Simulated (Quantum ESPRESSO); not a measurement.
# Planted mistakes on one cell of ZnAlGaO4

These are calculations, not measurements. They come from pw.x of Quantum ESPRESSO 7.5, a plane-wave density functional program, with PseudoDojo standard norm-conserving files (v0.5 for PBE, v0.4.1 for LDA and PBEsol). The cells are made up: elements, strain and atom displacements were drawn at random, and nothing was relaxed. There is no spin polarisation, spin-orbit coupling or dispersion term.

The cell has 8 sites of a zincblende or diamond lattice. Sites 1 to 4 hold Zn empty Al Ga; sites 5 to 8 hold O O O O. Cell vectors in Å: (4.546, 0.090, -0.082); (0.090, 4.589, -0.054); (-0.082, -0.054, 4.652). Settings: PBE, cutoff 1143 eV, 4 x 4 x 4 k mesh shifted by half a step, Fermi-Dirac smearing of 0.025 eV.

The intended run has a self-consistency threshold of 1e-07 eV, a smearing term of 0.000 eV, a pressure of -11.37 GPa and 12 iterations. Each further run changes one thing: atoms of sites 1 and 5 exchanged; cutoff 701 eV; k mesh 2 x 2 x 2; one electron added; smearing 0.39 eV; threshold 0.2 eV. A coarse mesh keeps the shift, and a charged cell sits in a uniform background.

| run | change of free energy (eV) | smearing term -TS (eV) | change of P (GPa) | largest change of a force component (eV/Å) | iterations |
| --- | --- | --- | --- | --- | --- |
| A | 12.548 | 0.000 | -137.89 | 0.137 | 12 |
| B | 0.017 | 0.000 | 1.06 | 0.200 | 5 |
| C | 8.064 | 0.000 | 26.04 | 0.626 | 12 |
| D | 0.037 | 0.000 | 0.06 | 0.033 | 12 |
| E | -0.037 | -0.163 | 0.34 | 0.045 | 12 |
| F | 12.082 | -0.006 | 21.20 | 10.301 | 13 |

A rerun of the intended cell at 1437 eV and k mesh 6 x 6 x 6 moved values by no more than 0.002 eV in the cell's energy, 0.03 GPa in stress and 0.002 eV/Å in force.

Question: which change belongs to which run?

## Worked reading

Run B has the fewest iterations, as a run stopped early does. Run E has the largest smearing term, as wide smearing gives. Run A has a higher energy and the largest fall in pressure, as too small a basis gives. Energies from files of another functional, or of a charged cell, have another zero and say nothing on stability; the pressure of a charged cell rests on the program's zero of potential too.

## Key

```
run,change
A,cutoff 701 eV
B,threshold 0.2 eV
C,one electron added
D,k mesh 2 x 2 x 2
E,smearing 0.39 eV
F,atoms of sites 1 and 5 exchanged
```